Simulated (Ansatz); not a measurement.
Notes on BaHCl

```
CELL_PARAMETERS angstrom
4.38056 0.00000 0.00000
0.00000 4.38056 0.00000
0.00000 0.00000 7.21586
ATOMIC_POSITIONS crystal
Cl 0.25000 0.25000 0.65260
Cl 0.75000 0.75000 0.34740
Ba 0.25000 0.25000 0.20910
Ba 0.75000 0.75000 0.79090
H 0.75000 0.25000 0.00000
H 0.25000 0.75000 0.00000
```

Level: r2SCAN, no spin polarisation; 500 eV; 6×6×4 Γ-centred mesh; fermi-dirac occupations (width 0.1 eV); Ansatz 0.2.0, fixed geometry.

(1) Is the cell too large or too small?

(2) Describe some of the short contacts.

(3) Is there a gap, and of what kind?

(4) Is it stable against the elements?

(5) Where is the largest force?

Origin: a database entry at a rescaled volume.

## Answers

(1) The pressure is 0.4 GPa (compression positive), so with the atoms held at these fractions the cell is close to zero pressure.

(2) Ba–H at 2.66 Å: least valence density 0.15 e/Å³ and ELF 0.16 there, a closed-shell (ionic or weak) contact. H–H at 3.10 Å: least valence density 0.05 e/Å³ and ELF 0.04 there, a closed-shell (ionic or weak) contact. Cl–Ba at 3.20 Å: least valence density 0.12 e/Å³ and ELF 0.07 there, a closed-shell (ionic or weak) contact. Both are smooth PAW fields, read partly inside the augmentation spheres.

(3) The gap is 3.73 eV, direct at the points sampled.

(4) -1.86 eV an atom against the elements' usual phases (free molecules for gases, crystals otherwise, with no correction for O₂ or N₂), so it is bound against them; other compounds may still compete. Relaxing would lower it.

(5) The largest is on Ba3 (and as large on other atoms): 0.07 eV/Å, components (0.00, 0.00, -0.07). It makes 55° with the line to a nearest neighbour, H5 at 2.66 Å.
